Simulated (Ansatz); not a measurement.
## Structures of AlGa3Ru: which is lowest?

Plane-wave DFT in Ansatz with scalar-relativistic PAW potentials, cutoff 420 eV, Γ-centred meshes chosen by cell and gap, Gaussian smearing with energies taken to zero width. Every cell was relaxed (cell and atoms) in a run of its own, within the symmetry of its start. Functional: PBE.

Relaxed structures (starts from databases or built by putting these elements on another compound's sites):
A. P4mm, 5 atoms in the computed cell, a = 4.798 Å, c = 4.836 Å; sites (symmetry × multiplicity) Al 4mm × 1, Ga 2mm. × 2 + 4mm × 1, Ru 4mm × 1; start: built
B. Pm-3m, 5 atoms in the computed cell, a = 4.803 Å; sites (symmetry × multiplicity) Al m-3m × 1, Ga 4/mm.m × 3, Ru m-3m × 1; start: built

Task: Rank them by energy. Could pressure change the order?

Result:
```tsv
structure	group	E − E(lowest) (meV/atom)	V (Å³/atom)	gap on mesh (eV)
A	P4mm	0.0	22.26	0.00
B	Pm-3m	13.4	22.16	0.00
```

A is lowest, 13 meV/atom under B. The two lowest differ in volume by under 3 %, too little for a first-order estimate of what pressure does to that pair (other pairs aren't weighed here); with rigid cells even 3 % in favour of the higher one would need about 3 GPa. Other structures may lie lower than all of these, and vibrations aren't counted.